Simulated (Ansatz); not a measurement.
## MnGa3: energy against total moment

Method: Ansatz, DFT PBE, scalar-relativistic, plane waves, PAW.

```cif
data_structure
_symmetry_space_group_name_H-M 'P 1'
_symmetry_Int_Tables_number 1
_cell_length_a 4.5915
_cell_length_b 4.5915
_cell_length_c 4.5915
_cell_angle_alpha 60.000
_cell_angle_beta 60.000
_cell_angle_gamma 60.000
_cell_volume 68.45
loop_
_atom_site_label
_atom_site_type_symbol
_atom_site_fract_x
_atom_site_fract_y
_atom_site_fract_z
_atom_site_occupancy
Ga1 Ga 0.25000 0.25000 0.25000 1
Ga2 Ga 0.75000 0.75000 0.75000 1
Ga3 Ga 0.50000 0.50000 0.50000 1
Mn1 Mn 0.00000 0.00000 0.00000 1
```

- plane-wave cutoff: 420 eV
- Γ-centred k-mesh: 12×12×12
- occupation rule: Gaussian smearing, 0.1 eV

The total moment of the cell is held at each value, at fixed atoms.

Site moments are spin moments in atom-centred spheres that scale with the neighbour distance.

| held moment (μB/cell) | E above lowest (meV/atom) | P (GPa) | site moments (μB) |
| --- | --- | --- | --- |
| 0.00 | 294.7 | -8.8 | none over 0.05 |
| 0.62 | 245.7 | -6.5 | Ga -0.09 (×3), Mn +1.08 |
| 1.25 | 190.2 | -6.1 | Ga -0.12 (×2), Ga -0.10, Mn +1.78 |
| 1.88 | 130.4 | -4.6 | Ga -0.14 (×2), Ga -0.10, Mn +2.45 |
| 2.50 | 77.6 | -2.8 | Ga -0.13 (×2), Ga -0.09, Mn +2.99 |
| 3.12 | 26.6 | -0.9 | Ga -0.09 (×2), Ga -0.06, Mn +3.41 |
| 3.75 | 0.0 | 0.0 | Mn +3.67 |
| 4.38 | 19.7 | 1.6 | Ga +0.06, Mn +3.90 |
| 5.00 | 75.6 | 3.1 | Ga +0.11 (×2), Ga +0.14, Mn +4.10 |

Cost: 9 runs of about 2.1 core-minutes in all, on Intel Xeon 6975P-C (Granite Rapids) (shared hosts).